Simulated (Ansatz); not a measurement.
The relaxed structure here is a generated cell of Ge3N4: the first start was made by a random draw of sites in a space group, and the end was not matched to a known phase here, so it may be hypothetical.

A structure of Ge$_{3}$N$_{4}$ relaxed with PBEsol (plane waves to 420 eV, PAW, scalar-relativistic; Ansatz, a quantum-chemistry and plane-wave program); single points at other levels follow on the same geometry (Ansatz, PAW; HSE06 at 420 eV on a 4×4×8 k-mesh; no spin-orbit coupling). Space group P-4 (No. 81).

```
CELL_PARAMETERS angstrom
      4.98442     0.00000     0.00000
      0.00000     4.98442     0.00000
      0.00000     0.00000     3.02472
ATOMIC_POSITIONS crystal
  Ge 0.00000 0.50000 0.20068
  Ge 0.50000 0.00000 0.79932
  Ge 0.00000 0.00000 0.50000
  N  0.29152 0.18047 0.26530
  N  0.70848 0.81953 0.26530
  N  0.18047 0.70848 0.73470
  N  0.81953 0.29152 0.73470
```

| level | gap (eV) | kind | conduction minimum |
|---|---|---|---|
| PBEsol | 1.07 | indirect | Γ |
| HSE06 | (withheld) | – | (withheld) |

Q: Complete the blanks.

A: 
- HSE06, gap (eV): 2.16
- HSE06, conduction minimum: Γ

HSE06 gaps come from a coarse mesh plus a few chosen points, so they may be too large. No spin polarisation in the result.

It was reached from a disturbed copy of a P-4 (No. 81) cell, against which it lies under 1 meV/atom.
